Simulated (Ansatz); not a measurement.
HfO$_{2}$:
```
CELL_PARAMETERS angstrom
      5.16188     0.00000     0.00000
      0.00000     5.21221     0.00000
     -0.89846     0.00000     5.27695
ATOMIC_POSITIONS crystal
  Hf 0.27574 0.45712 0.70839
  Hf 0.72426 0.54288 0.29161
  Hf 0.72426 0.95712 0.79161
  Hf 0.27574 0.04288 0.20839
  O  0.44918 0.74282 0.97664
  O  0.55082 0.25718 0.02336
  O  0.55082 0.24282 0.52336
  O  0.44918 0.75718 0.47664
  O  0.06709 0.32855 0.34852
  O  0.93291 0.67145 0.65148
  O  0.93291 0.82855 0.15148
  O  0.06709 0.17145 0.84852
```

Relaxed with PBE. Special points in fractions of this cell's reciprocal vectors: Γ (0.000, 0.000, 0.000); Z (0.000, 0.500, 0.000); D (0.000, 0.500, 0.500); B (0.000, 0.000, 0.500); A (-0.500, 0.000, 0.500); E (-0.500, 0.500, 0.500); C2 (-0.500, 0.500, 0.000); Y2 (-0.500, 0.000, 0.000).

List the band energies nearest the valence-band maximum at these points for DFT-PBE with spin–orbit coupling in the program Ansatz with PAW potentials.

In eV from the valence-band maximum; about four levels below and three above (degenerate sets whole), none deeper than 8.9 eV; points with the same levels are listed once.

```
k                     below                above
--  -----------------------  -------------------
Γ     -0.20 -0.20 0.00 0.00  4.53 4.53 4.99 4.99
Z   -0.43 -0.43 -0.43 -0.43  4.93 4.93 4.93 4.93
D   -0.67 -0.67 -0.63 -0.63  4.86 4.86 4.92 4.92
B   -0.49 -0.49 -0.49 -0.49  4.70 4.70 4.70 4.70
A   -0.53 -0.53 -0.53 -0.53  4.32 4.32 4.32 4.32
E   -0.76 -0.76 -0.68 -0.68  4.46 4.46 4.49 4.49
C2  -0.59 -0.59 -0.59 -0.59  4.66 4.66 4.66 4.66
Y2  -0.46 -0.46 -0.08 -0.08  4.04 4.04 5.00 5.00
```

Space group P2_1/c. The cell was relaxed with PBE under the symmetry of its start. The run is not spin-polarised.

Potentials: the earlier of the program's two PAW sets.
